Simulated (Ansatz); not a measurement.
**KTaO$_{3}$: a film clamped to a substrate**

The calculation used DFT r2SCAN, scalar-relativistic, plane waves, PAW in Ansatz. The runs took a 500 eV cutoff, a Γ-centred 6×6×6 mesh and Gaussian smearing (0.05 eV). Spin–orbit coupling is left out, which matters for the heavy elements here. No spin polarisation. Energies are free energies at this smearing, counted from the undisturbed cell; pressure is positive in compression.

Reference structure (as given, not relaxed at this level; it stands at 0.3 GPa):

```
K Ta O
1.0
     3.98830    0.00000    0.00000
     0.00000    3.98830    0.00000
     0.00000    0.00000    3.98830
K Ta O
1 1 3
Direct
  0.50000 0.50000 0.50000
  0.00000 0.00000 0.00000
  0.50000 0.00000 0.00000
  0.00000 0.50000 0.00000
  0.00000 0.00000 0.50000
```

The cell (5 atoms, V0 = 63.44 Å³) is strained by p along both x and y and by q along z, fractional coordinates fixed. τp = (1/V0) ∂E/∂p = (σxx + σyy)(1 + p)(1 + q) and τq = (1/V0) ∂E/∂q = σzz(1 + p)², with tension positive.

| p | q | ΔE (meV/atom) | τp (GPa) | τq (GPa) |
| --- | --- | --- | --- | --- |
| 0.000 | 0.000 | 0.00 | -0.59 | -0.30 |
| -0.025 | 0.000 | 30.74 | -31.77 | -4.62 |
| 0.025 | 0.000 | 23.73 | 23.51 | 3.68 |
| 0.000 | -0.025 | 13.15 | -4.90 | -13.56 |
| 0.000 | 0.025 | 9.95 | 3.41 | 9.89 |

Q: Get the second derivatives of the energy density.

A: Central differences give A = ∂τp/∂p = 1105 GPa (C11 + C22 + 2 C12), C = ∂τq/∂q = 469 GPa (C33) and the cross term B = ∂τq/∂p = 166 GPa (C13 + C23); ∂τp/∂q = 166 GPa must equal B, and any difference shows higher-order terms. The ions are clamped. In a cubic crystal C11 = C = 469, C12 = B/2 = 83 GPa and A should be 2(C11 + C12) = 1104 GPa; the bulk modulus is (C11 + 2 C12)/3 = 212 GPa.

Q: A film of this crystal grows with z along the normal on a substrate that imposes p. How does its thickness respond, and what does the misfit cost?

A: Count p and q from the stress-free cell. A free surface needs τq = 0, so q = −(B/C) p = -0.35 p. The energy density left is (A − B²/C) p²/2 = M p², with the biaxial modulus M = 523 GPa; a misfit of 1 % costs 4.14 meV/atom, against 4.38 meV/atom if the thickness were held.

At p = 0.050 the energies along q are 113.5 (q = -0.050), 86.9 (q = -0.025), 89.3 (q = 0.000), 113.8 (q = 0.025), 155.0 (q = 0.050) meV/atom.

Q: Does the linear rule hold at this misfit?

A: A parabola through the lowest point and its neighbours has its minimum at q = -0.015, 84.4 meV/atom. With the stress left in the starting cell, τp0 and τq0, linear elasticity gives q = −(τq0 + Bp)/C = -0.017 and E = V0(τp0 p + τq0 q + Ap²/2 + Bpq + Cq²/2)/N = 101.7 meV/atom. The energies differ by more than a tenth, so the quadratic law fails here: the gap holds the anharmonic part, with some error from the wide steps. Cubic terms also shift the vertex of so wide a parabola.

Symmetry holds off the tilts and polar distortions that many cubic perovskites undergo.